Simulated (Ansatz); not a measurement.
## CoW$_{3}$ (Pm-3m), zone-centre modes

Computed with DFT PBEsol, scalar-relativistic, plane waves, PAW (Ansatz 0.2.0). The runs took a 420 eV cutoff, a Γ-centred 12×12×6 mesh and Gaussian smearing (0.15 eV). Spin–orbit coupling is left out, which matters for the heavy elements here. No spin polarisation. A magnetic state may lie lower.

Reference structure (relaxed at this level; it needn't be the usual structure):

```
Co W
1.0
     3.85824    0.00000    0.00000
     0.00000    3.85824    0.00000
     0.00000    0.00000    7.71649
Co W
2 6
Direct
  0.00000 0.00000 0.50000
  0.00000 0.00000 0.00000
  0.00000 0.50000 0.25000
  0.00000 0.50000 0.75000
  0.50000 0.00000 0.25000
  0.50000 0.00000 0.75000
  0.50000 0.50000 0.50000
  0.50000 0.50000 0.00000
```

Harmonic modes by finite displacements of 0.02 Å, without the LO–TO term. The cell doubles the primitive one, so its zone centre also holds the primitive cell's point q = (0, 0, 1/2).

Question: At this geometry, is the structure stable against these modes?

Answer: Yes: no mode is imaginary beyond 10 cm⁻¹, and only the three translations lie near zero.

Question: List the wavenumbers in cm⁻¹.

Answer: 0, 0, 0, 97, 97, 104, 104, 108, 138, 138, 138, 141, 143, 168, 168, 168, 190, 193, 193, 194, 194, 238, 238, 238.

Cost: 1 run of about 4.3 core-minutes, on AMD EPYC 9R45 (Zen 5) (shared hosts).